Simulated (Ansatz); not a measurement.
A trial cell of In₆Te, before relaxation:

```
In Te
1.0
     5.91520    0.00000    0.00000
    -2.95760    5.12271    0.00000
     0.00000    0.00000    5.01228
In Te
6 1
Direct
  0.00000 0.33361 0.50000
  0.66639 0.66639 0.50000
  0.33361 0.00000 0.50000
  0.00000 0.66639 0.50000
  0.33361 0.33361 0.50000
  0.66639 0.00000 0.50000
  0.00000 0.00000 0.00000
```

Computed with DFT PBE, scalar-relativistic, plane waves, PAW in Ansatz. Cutoff 420 eV, Gaussian smearing, Γ-centred meshes. Cell and atoms relax first on a coarse mesh and then on a finer one. In between, the cell is made exact in the group found at 0.06 Å. In metals the finer mesh still leaves noise of several meV/atom or more. The steps can't lower the symmetry of their start. No spin polarisation.

A guess keeps its type if space group and coordination stay and the shape of the cell changes little (axis ratios within about 15 %, angles within 6°); the volume may change.

Task: Will the relaxed cell still be of the starting type?

Result: It doesn't keep its type. The symmetry stays P6/mmm (No. 191). The volume per atom grows by 58.3 %, from 21.7 to 34.3 Å³. The shortest distance goes from 1.97 Å (In–In) to 3.08 Å (In–In). The ratio c/a of the conventional cell changes by a factor of 0.41. Counting neighbours within 15 % of an atom's shortest distance, the start has In 3, Te 12 and the end In 7, Te 14. In detail, at the end In is surrounded by 5 In at 3.08–3.21 Å and 2 Te at 3.50 Å; around Te lie 2 Te at 3.21 Å and 12 In at 3.50 Å.

```
In Te
1.0
     9.30419    0.00000    0.00000
    -4.65210    8.05767    0.00000
     0.00000    0.00000    3.20648
In Te
6 1
Direct
  0.00000 0.33472 0.50000
  0.66528 0.66528 0.50000
  0.33472 0.00000 0.50000
  0.00000 0.66528 0.50000
  0.33472 0.33472 0.50000
  0.66528 0.00000 0.50000
  0.00000 0.00000 0.00000
```

The last run used a 6×6×12 mesh (in the run's order of axes) for its 7-atom cell and Gaussian smearing of 0.10 eV. Spin–orbit coupling, which can matter for Te, is left out. Symmetry constrained the relaxation, so the result can be a saddle point.
